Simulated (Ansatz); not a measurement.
Here is the system:

MgO:
```cif
data_Mg8O8
_chemical_formula_sum 'Mg8 O8'
_space_group_name_H-M_alt 'P 1'
_space_group_IT_number 1
_cell_length_a 19.86949
_cell_length_b 19.86949
_cell_length_c 19.86949
_cell_angle_alpha 8.567
_cell_angle_beta 8.567
_cell_angle_gamma 8.567
loop_
_space_group_symop_operation_xyz
  'x, y, z'
loop_
_atom_site_label
_atom_site_type_symbol
_atom_site_fract_x
_atom_site_fract_y
_atom_site_fract_z
_atom_site_occupancy
Mg1 Mg 0.37563 0.37563 0.37563 1
Mg2 Mg 0.62437 0.62437 0.62437 1
Mg3 Mg 0.79230 0.79230 0.79230 1
Mg4 Mg 0.20770 0.20770 0.20770 1
Mg5 Mg 0.91540 0.91540 0.91540 1
Mg6 Mg 0.08460 0.08460 0.08460 1
Mg7 Mg 0.50000 0.50000 0.50000 1
Mg8 Mg 0.00000 0.00000 0.00000 1
O1 O 0.14615 0.14615 0.14615 1
O2 O 0.85385 0.85385 0.85385 1
O3 O 0.43845 0.43845 0.43845 1
O4 O 0.56155 0.56155 0.56155 1
O5 O 0.31287 0.31287 0.31287 1
O6 O 0.68713 0.68713 0.68713 1
O7 O 0.26919 0.26919 0.26919 1
O8 O 0.73081 0.73081 0.73081 1
```

This is the PBEsol-relaxed structure.

**Question.** All from plane-wave PAW PBEsol (Ansatz code), unless another level is named. Estimate the formation energy from the elements (no fitted shifts).

**Answer.** -2673 meV/atom.

**Question.** What about the electron effective mass?

**Answer.** 0.34, 0.34, 0.57 mₑ (principal values).

**Question.** What about the band gap?

**Answer.** 4.01 eV (smallest direct gap 4.02 eV).

**Question.** Give the conduction-band minimum.

**Answer.** at Γ.

Space group R-3m. The workflow started from a Materials Project entry (that database holds measured and hypothetical structures alike); the Crystallography Open Database copy checked does not list it. It is not the phase usual at ambient conditions (space group No. 225). The cell was relaxed with PBEsol under the symmetry of its start; whether a distortion lowers the energy is not shown. The references are the lowest solids computed at this level, not always the standard phases (solids in place of the gases).

Potentials: the earlier of the program's two PAW sets. The files were generated under PBE; for other functionals the program regenerates the frozen cores, and for LDA and PBEsol the local potential too.
